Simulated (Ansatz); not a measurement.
A plane-wave DFT run in Ansatz 0.2.0 (scalar-relativistic PAW potentials unless the input names others): input and command.

```yaml
crystal:
  lattice:
    - [5.1728403404, 0.0, 0.0]
    - [-2.5864201702, 4.4798111445, 0.0]
    - [0.0, 0.0, 6.0608627664]
  atoms:
    - { symbol: Mg, position: [0.3333333333, 0.6666666667, 0.25] }
    - { symbol: Mg, position: [0.6666666667, 0.3333333333, 0.75] }
    - { symbol: Br, position: [0.3333333333, 0.6666666667, 0.75] }
    - { symbol: Br, position: [0.6666666667, 0.3333333333, 0.25] }
basis:
  ecutwfc: "250 eV"
  ecutrho_ratio: 9
kpoints:
  mp_grid: { grid: [12, 12, 8] }
hamiltonian:
  xc: pbe
scf:
  occupations: { method: gaussian, width: 0.1 }
output:
  forces: true
  eigenvalues: true
  stress: true
relax:
  adjacent_minimum: "off"
  f_tol: 0.01
  max_steps: 80
  cell: { stress_tol: 0.05 }
```

```bash
ansatz run input.yaml --threads 1 --pin off --max-ram 2560MiB --backend cpu --events-out ev --progress --plain --runs-dir out
```

Abridged log:
```
Warning: basis.ecutwfc = 250 eV is below the records' recommended 420 eV, and the density's cutoff is lower with it unless basis.ecutrho_ratio is high enough to keep the records' density cutoff: compare with a run at a higher cutoff
Basis set: ecut = 250 eV, 1287 PW (Γ), exchange–correlation on 90×90×96 points (8 copies of the dense FFT grid, shifted against one another)
Bands: 21, of which v1, the nominal top of the filled ones, is band 17 counted from 1 (16 counted from 0)
Symmetry: 24 space group operations
k-points: 95 of 1152
SCF iter   1: F=—  HF=-9415.075348 eV  |F-HF|=—  |Δ(HF+E_count)|=         —  Δρ=3.93e-3  dr2=8.81e-3  ethr=1.77e-3  ⟨swp⟩=6.7  Hψ=10403  notcnv=0
SCF iter   2: F=—  HF=-9415.076947 eV  |F-HF|=—  |Δ(HF+E_count)|=   1.60e-3  Δρ=1.41e-3  dr2=1.82e-3  ethr=2.59e-5  ⟨swp⟩=2.0  Hψ=4387  notcnv=0
SCF iter   3: F=—  HF=-9415.075501 eV  |F-HF|=—  |Δ(HF+E_count)|=   1.45e-3  Δρ=3.36e-4  dr2=2.83e-4  ethr=5.37e-6  ⟨swp⟩=2.0  Hψ=3354  notcnv=0
SCF iter   4: F=—  HF=-9415.075561 eV  |F-HF|=—  |Δ(HF+E_count)|=   6.02e-5  Δρ=1.18e-4  dr2=4.92e-5  ethr=8.31e-7  ⟨swp⟩=2.6  Hψ=3566  notcnv=0
SCF iter   5: F=—  HF=-9415.075510 eV  |F-HF|=—  |Δ(HF+E_count)|=   5.10e-5  Δρ=2.15e-5  dr2=9.84e-7  ethr=1.45e-7  ⟨swp⟩=2.2  Hψ=2852  notcnv=0  defer=1
SCF iter   6: F=-9415.075511 eV  HF=-9415.075510 eV  |F-HF|=4.54e-8  |Δ(HF+E_count)|=   7.04e-8  Δρ=3.82e-6  dr2=1.85e-8  ethr=2.94e-10  ⟨swp⟩=4.8  Hψ=8584  notcnv=0
SCF 1 converged in 6 iterations: F = -9415.075511 eV  dr2 = 1.85e-8
relax step   1: F+E_penalty+E_count = -9415.07551051 eV  Δ(F+E_penalty+E_count) = +0.000e0 eV  max|allowed force component| = 1.480e-16 eV/Å  Δτ_max = 0.0000 Å  P = -0.057 GPa  Ω = 140.450 Å³  (6 SCF iters, dr2 threshold 1.00e-7 eV, accepted)
Crystal: 4 atoms, lattice volume = 140.158 Å³
Initial density: handed on by an earlier stage of this run
Initial wavefunctions: those handed on with the density
SCF iter   1: F=—  HF=-9415.086554 eV  |F-HF|=—  |Δ(HF+E_count)|=         —  Δρ=7.79e-5  dr2=1.61e-5  ethr=4.81e-8  ⟨swp⟩=2.0  Hψ=10401  notcnv=0
SCF iter   2: F=—  HF=-9415.086500 eV  |F-HF|=—  |Δ(HF+E_count)|=   5.46e-5  Δρ=3.92e-5  dr2=1.57e-6  ethr=4.75e-8  ⟨swp⟩=2.0  Hψ=3564  notcnv=0
   ...
SCF iter   2: F=—  HF=-9415.079027 eV  |F-HF|=—  |Δ(HF+E_count)|=   4.74e-5  Δρ=1.36e-5  dr2=2.01e-7  ethr=5.93e-9  ⟨swp⟩=2.0  Hψ=3561  notcnv=0
SCF iter   3: F=—  HF=-9415.079027 eV  |F-HF|=—  |Δ(HF+E_count)|=   3.25e-8  Δρ=5.52e-6  dr2=5.70e-8  ethr=5.90e-10  ⟨swp⟩=2.0  Hψ=3190  notcnv=0
SCF iter   4: F=-9415.079027 eV  HF=-9415.079027 eV  |F-HF|=1.26e-9  |Δ(HF+E_count)|=   2.42e-8  Δρ=9.34e-7  dr2=1.68e-9  ethr=2.42e-11  ⟨swp⟩=3.3  Hψ=7678  notcnv=0
SCF 5 converged in 4 iterations: F = -9415.079027 eV  dr2 = 1.68e-9
relax step   5: F+E_penalty+E_count = -9415.07902741 eV  Δ(F+E_penalty+E_count) = -3.687e-3 eV  max|allowed force component| = 3.724e-16 eV/Å  Δτ_max = 0.0000 Å  P = -0.012 GPa  Ω = 140.192 Å³  energy of the carried Pulay correction = +3.667e-3 eV  (4 SCF iters, dr2 threshold 8.23e-9 eV, accepted)
SCF iter   1: F=—  HF=-9415.076511 eV  |F-HF|=—  |Δ(HF+E_count)|=         —  Δρ=1.02e-5  dr2=3.37e-8  ethr=2.09e-8  ⟨swp⟩=4.3  Hψ=16608  notcnv=0
SCF iter   2: F=—  HF=-9415.076465 eV  |F-HF|=—  |Δ(HF+E_count)|=   4.65e-5  Δρ=3.92e-6  dr2=9.19e-9  ethr=9.92e-11  ⟨swp⟩=2.0  Hψ=3631  notcnv=0
SCF iter   3: F=—  HF=-9415.076465 eV  |F-HF|=—  |Δ(HF+E_count)|=   1.18e-8  Δρ=4.80e-7  dr2=2.92e-10  ethr=2.70e-11  ⟨swp⟩=2.0  Hψ=3366  notcnv=0
SCF iter   4: F=—  HF=-9415.076465 eV  |F-HF|=—  |Δ(HF+E_count)|=  8.37e-11  Δρ=1.21e-7  dr2=4.44e-11  ethr=1.00e-12  ⟨swp⟩=6.8  Hψ=8684  notcnv=0
SCF iter   5: F=-9415.076465 eV  HF=-9415.076465 eV  |F-HF|=1.82e-12  |Δ(HF+E_count)|=  5.46e-12  Δρ=2.25e-8  dr2=1.44e-12  ethr=1.00e-12  ⟨swp⟩=4.0  Hψ=6307  notcnv=0
SCF 6 converged in 5 iterations: F = -9415.076465 eV  dr2 = 1.44e-12
SCF converged after 5 iterations
Free energy (F): -9415.076465 eV
Harris-Foulkes:  -9415.076465 eV  (|F-HF|=1.82e-12)
Internal energy: -9415.063452 eV  (E = F + TS)
E sigma→0 (E₀):  -9415.069958 eV
Entropy (-TS):   -0.013012 eV (-3.253 meV/atom)
Fermi energy:    4.238383 eV
--- Forces (eV/Å), atoms counted from 1 ---
  atom   1  Mg     0.00000000     0.00000000     0.00000000
  atom   2  Mg     0.00000000     0.00000000     0.00000000
  atom   3  Br     0.00000000     0.00000000     0.00000000
  atom   4  Br     0.00000000     0.00000000     0.00000000
--- Stress (GPa, compression-positive) ---
       -0.016129       0.000000       0.000000
        0.000000      -0.016129       0.000000
        0.000000       0.000000      -0.039004
  P = ⅓ Tr σ = -0.0238 GPa (-0.238 kbar)
--- Relaxed structure (4 steps of the walk, 4 accepted, 2 SCFs on fresh bases) ---
  F+E_penalty+E_count = -9415.07646455 eV   max|allowed force component| = 4.487e-16 eV/Å   (the final SCF, on the basis selected at the relaxed cell)
  cell:  # Å, volume = 140.1922 Å³
    - [5.17113868, 0.0, 0.0]
    - [-2.58556934, 4.47833747, 0.0]
    - [0.0, 0.0, 6.05369730]
  atoms:
    - { symbol: Mg, position: [0.33333333, 0.66666666, 0.24999999] }
    - { symbol: Mg, position: [0.66666666, 0.33333333, 0.75] }
    - { symbol: Br, position: [0.33333333, 0.66666666, 0.75] }
    - { symbol: Br, position: [0.66666666, 0.33333333, 0.24999999] }
```

Apart from outputs and empty bands, the input differs from a reference run on usual settings in basis.ecutrho_ratio: not typed → 9; basis.ecutwfc: 420 → "250 eV". The reference, at the same start, ended its own course with a relaxed volume of 35.04 Å³/atom, pressure -0.02 GPa, largest force 0.000 eV/Å, no gap on the mesh. This run converged in 28 SCF iterations over all its steps (reference: 15) with an energy at zero smearing 196 meV/atom above the reference's, a relaxed volume of 35.05 Å³/atom, pressure -0.02 GPa, largest force 0.000 eV/Å, no gap on the mesh. Its cutoff is looser than usual, and the result moved.

Time: 64 s on 1 thread of Arm Neoverse N1 (shared host), peak memory 0.46 GiB.